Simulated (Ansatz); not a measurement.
GaSb:
```xyz
8
Lattice="4.3128 0.0000 0.0000 -2.1564 3.7350 0.0000 0.0000 0.0000 14.1546" Properties=species:S:1:pos:R:3 pbc="T T T"
Ga     2.1564     1.2450    14.1514
Sb     2.1564     1.2450     2.6576
Ga     0.0000     0.0000     3.5456
Sb     0.0000     0.0000     6.1853
Ga     0.0000     2.4900     7.0741
Sb     0.0000     2.4900     9.7349
Ga     0.0000     0.0000    10.6229
Sb     0.0000     0.0000    13.2626
```

Relaxed with PBEsol. PBEsol in the plane-wave PAW code Ansatz gives no gap.

**Question.** What gap does HSE06 give on the same cell (Ansatz, PAW)?

**Answer.** 0.87 eV. The hybrid was solved on a coarser mesh and at special points; the gap given is the minimum over both. On such a mesh it can open a false gap in a semimetal.

```tsv
k	v1 PBEsol	c1 PBEsol	v1 HSE06	c1 HSE06
Γ	0.00	0.02	0.00	0.87
A	-0.26	0.36	___	___
K	-1.71	1.43	___	___
H	-2.08	1.54	-2.24	2.16
M	-1.21	0.43	___	___
L	-1.50	0.86	___	___
```

**Question.** Top valence (v1) and lowest conduction level (c1) in eV from each method's valence maximum (which need not be a listed point): supply the withheld HSE06 values.

**Answer.** 
- A, v1 HSE06: -0.27
- A, c1 HSE06: 1.04
- M, v1 HSE06: -1.31
- M, c1 HSE06: 1.08
- L, v1 HSE06: -1.62
- L, c1 HSE06: 1.47
- K, v1 HSE06: -1.84
- K, c1 HSE06: 2.11

Cost on shared cores: the PBEsol run (SCF on a 11×11×3 mesh, then bands and DOS) about 5 core-minutes (a rough figure), the HSE06 run (SCF on 5×5×2, then a few points) around 8 core-minutes (rough); the tasks are unlike.

Space group P6_3mc. The start of the workflow was typed in or built on a structure type; the Crystallography Open Database copy checked does not list it. It is not the phase usual at ambient conditions (space group No. 216). Symmetry was held in the PBEsol relaxation; whether a distortion lowers the energy is not shown. Spin–orbit coupling is left out wherever it is not named.

Potentials: the earlier of the program's two PAW sets. The files were generated under PBE; for other functionals the program regenerates the frozen cores, and for LDA and PBEsol the local potential too.
